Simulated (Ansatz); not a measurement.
# Nb2InSe: rattling a relaxed structure

The cell was found from a structure generator's guess, not taken from experiment.

These are results of DFT PBE, scalar-relativistic, plane waves, PAW in Ansatz, not measurements. Settings: cutoff 420 eV, Γ-centred mesh 18×18×6 on the computed 4-atom cell, Gaussian smearing of 0.10 eV; no spin polarisation.

The cell below (4 atoms, space group P-6m2 (No. 187)) is relaxed within its symmetry.

```xyz
4
Lattice="3.2221 0.0000 0.0000 -1.6111 2.7904 0.0000 0.0000 0.0000 8.4681" Properties=species:S:1:pos:R:3 pbc="T T T"
Nb    1.6111    0.9301    6.0900
Nb    1.6111    0.9301    2.3781
In    0.0000    0.0000    0.0000
Se    0.0000    1.8603    4.2340
```

For the test a repeat of it with 8 atoms (edges 3.22, 3.22, 16.94 Å) was strained at random (σ = 1.5 % a component), the atoms were moved at random (σ = 0.05 Å), and all was relaxed again on a coarse 6×6×2 mesh (in the run’s order of axes) with 0.20 eV smearing, with no symmetry imposed.

An odd number of electrons in the primitive cell allows no gap without spin; a larger cell or a magnetic state could open one. The cell is a metal run without spin; a magnetic state may lie lower.

Question: What happens?

Answer: It returns, within 1 meV/atom of the unmoved cell on that mesh and with the same symmetry when read at 0.1 Å. No instability shows in this cell; modes of other wave vectors, which need another repeat, aren't tested.
